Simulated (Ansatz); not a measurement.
BaTiO3:
```cif
data_BaO3Ti
_chemical_formula_sum 'Ti1 Ba1 O3'
_space_group_name_H-M_alt 'P4mm'
_space_group_IT_number 99
_space_group_name_Hall 'P 4 -2'
_cell_length_a 3.97187
_cell_length_b 3.97187
_cell_length_c 4.11405
_cell_angle_alpha 90.000
_cell_angle_beta 90.000
_cell_angle_gamma 90.000
loop_
_atom_site_label
_atom_site_type_symbol
_atom_site_symmetry_multiplicity
_atom_site_Wyckoff_symbol
_atom_site_fract_x
_atom_site_fract_y
_atom_site_fract_z
_atom_site_occupancy
Ti1 Ti 1 b 0.50000 0.50000 0.45242 1
Ba1 Ba 1 a 0.00000 0.00000 0.93434 1
O1 O 1 b 0.50000 0.50000 0.89508 1
O2 O 2 c 0.00000 0.50000 0.41208 1
```

Relaxed at zero pressure with plane-wave PAW r²SCAN (Ansatz code).

Problem. The volume is lowered by 6 % and shape and atoms relax at that volume. What pressure results, and how do the axes share the change?

Solution. 9.2 GPa; a -1.1 %, b -1.1 %, c -4.0 %; the energy rises by 20 meV/atom.

Problem. Give the new structure.

Solution. 
Space group P4mm (No. 99); a = b = 3.9296 Å, c = 3.9508 Å, α = β = γ = 90.00°

```tsv
atom	site	symmetry	x	y	z
Ti	1b	4mm	0.5000	0.5000	0.4352
Ba	1a	4mm	0.0000	0.0000	0.9254
O	1b	4mm	0.5000	0.5000	0.9121
O	2c	2mm.	0.0000	0.5000	0.4166
```

The phase is kept; no other phase was compared at this pressure.

Symmetry was held in the r²SCAN relaxation. At this level the phase is dynamically unstable (imaginary phonons). No spin polarisation was allowed. Scalar-relativistic: spin–orbit coupling is off unless named, which matters more the heavier the elements.

Potentials: the later of the program's two PAW sets.
